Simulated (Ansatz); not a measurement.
ZrC (CsCl type, Pm-3m), DFT-PBE in the program Ansatz with PAW potentials, all energies at zero smearing, with the estimated change up to a 700 eV cutoff added, with one set of potentials and settings (totals compare only within such a set). Cell of 2 atoms (1 Zr, 1 C): -4434.055 eV.

| element | reference phase | E (eV/atom) |
|---|---|---|
| Zr | P6_3/mmc, 2 atoms in the cell | -4183.8611 |
| C | P6_3/mmc, 4 atoms in the cell | -250.9463 |

Formation energy per atom, worked out: (-4434.055 − 1×(-4183.8611) − 1×(-250.9463))/2 = 0.376 eV/atom (36 kJ per mol of atoms), at 0 K, without zero-point energy or fitted corrections.

A made-up cell: these elements were put on the sites of a structure type; neither database checked (COD, Materials Project) lists it. It is not the phase usual at ambient conditions (space group No. 225). Symmetry was held in the PBE relaxation; whether a distortion lowers the energy is not shown. No spin polarisation was allowed. The references are the lowest solids computed at this level, not always the standard phases.

Potentials: the earlier of the program's two PAW sets.
